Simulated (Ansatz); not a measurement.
# What internal relaxation does to the elastic constants of VN2

Level of theory: DFT PBE, scalar-relativistic, plane waves, PAW in Ansatz. Plane waves to 420 eV; Γ-centred k mesh 12×12×12; Fermi-Dirac smearing of 0.15 eV. No spin polarisation.

Equilibrium structure at this level:
```xyz
6
Lattice="-2.1513 2.1513 2.4946 2.1513 -2.1513 2.4946 2.1513 2.1513 -2.4946" Properties=species:S:1:pos:R:3 pbc="T T T"
V     0.0000    0.0000    1.2473
V     0.0000    0.0000    3.7419
N     2.6400    0.4887    0.0000
N     1.6626    0.4887    2.4946
N    -0.4887    1.6626    2.4946
N     0.4887    1.6626    0.0000
```

In a metal, frequencies and elastic constants depend on the k mesh and the smearing, soft modes and shear constants most. A semilocal functional can close a gap that the real compound has.

Clamped-ion constants (GPa, Voigt order; atoms follow the strain homogeneously):
```
673.8 224.9 140.5   0.0   0.0   0.0
224.9 673.8 140.5   0.0   0.0   0.0
140.6 140.6 574.0   0.0   0.0   0.0
  0.0   0.0   0.0 192.5   0.0   0.0
  0.0   0.0   0.0   0.0 192.5   0.0
  0.0   0.0   0.0   0.0   0.0 307.2
```

Q: What are the constants once the atoms relax in each strained cell?

A:
C11 = 620.6, C12 = 223.1, C13 = 127.4, C22 = 620.6, C23 = 127.4, C33 = 567.8, C44 = 163.1, C55 = 163.1, C66 = 290.5 GPa; the others vanish.
The Voigt shear modulus goes from 232.8 to 212.1 GPa and the Voigt bulk modulus from 325.9 to 307.2 GPa. Relaxation subtracts ΛᵀK⁻¹Λ/V, with Λ the forces that a strain puts on the atoms and K the zone-centre force constants. At a stable cell this can only lower the diagonal constants, and it acts only for strains that share their symmetry with an optical mode; elsewhere, and where the coupling is weak, the constants hardly move.

Cost: 2 runs of about 15 core-minutes in all, on Intel Xeon Platinum 8488C (Sapphire Rapids), Arm Neoverse V2 (shared hosts).